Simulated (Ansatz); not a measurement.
Level of theory: DFT PBE, scalar-relativistic, plane waves, PAW (Ansatz 0.2.0). Plane waves to 420 eV, a 6×10×4 mesh through Γ for the 8-atom cell and 0.02 eV Gaussian smearing; no spin polarisation.

Formation energies are uncorrected and count from the elements' standard states at the same level.

Question: Find a candidate monoclinic narrow-gap semiconductor that holds S and 2 more elements, with a gap near 0.4 eV, a formation energy near −0.47 eV/atom and about 26 Å³ per atom, in a cell of 8 atoms.

Answer: Sn₃PbS₄, space group Pm (No. 6). Around Sn on its first site lie 3 S at 2.68–2.75 Å and 2 S at 3.23 Å; around Sn on its second site lie 3 S at 2.63–2.70 Å; Pb is surrounded by 3 S at 2.81 Å and 3 S at 3.29–3.34 Å; S on its first site is surrounded by 3 Sn at 2.63–2.75 Å; 4 more sites not described.

```cif
data_structure
_symmetry_space_group_name_H-M 'Pm'
_symmetry_Int_Tables_number 6
_cell_length_a 6.0173
_cell_length_b 4.0739
_cell_length_c 8.4133
_cell_angle_alpha 90.000
_cell_angle_beta 90.553
_cell_angle_gamma 90.000
_cell_volume 206.23
loop_
_atom_site_label
_atom_site_type_symbol
_atom_site_symmetry_multiplicity
_atom_site_Wyckoff_symbol
_atom_site_fract_x
_atom_site_fract_y
_atom_site_fract_z
_atom_site_occupancy
Sn1 Sn 1 a 0.80341 0.00000 0.38938 1
Sn2 Sn 1 b 0.29604 0.50000 0.12149 1
Sn3 Sn 1 b 0.19665 0.50000 0.61734 1
Pb1 Pb 1 a 0.69036 0.00000 0.88536 1
S1 S 1 b 0.86683 0.50000 0.17503 1
S2 S 1 b 0.63147 0.50000 0.65923 1
S3 S 1 a 0.14867 0.00000 0.82563 1
S4 S 1 a 0.36659 0.00000 0.32653 1
```

- Volume per atom: 25.8 Å³
- Density: 5.6 g/cm³
- Formation energy: −0.465 eV/atom
- Gap on the 6×10×4 mesh of the 8-atom cell: 0.43 eV

It was reached by relaxing an invented guess, and it needn't be the stable form of this composition. The answer needn't be unique; the calculation gave this one.

No dispersion correction is applied, so the spacing and binding between layers, chains or molecules are poorly described. Spin–orbit coupling, which can matter for Pb, is left out. Kohn–Sham gaps at this level usually fall short of measured ones. The missing spin–orbit coupling can work the other way here. The reference form of S is held partly by dispersion forces, which this level lacks. Symmetry constrained the relaxation, so the result can be a saddle point.
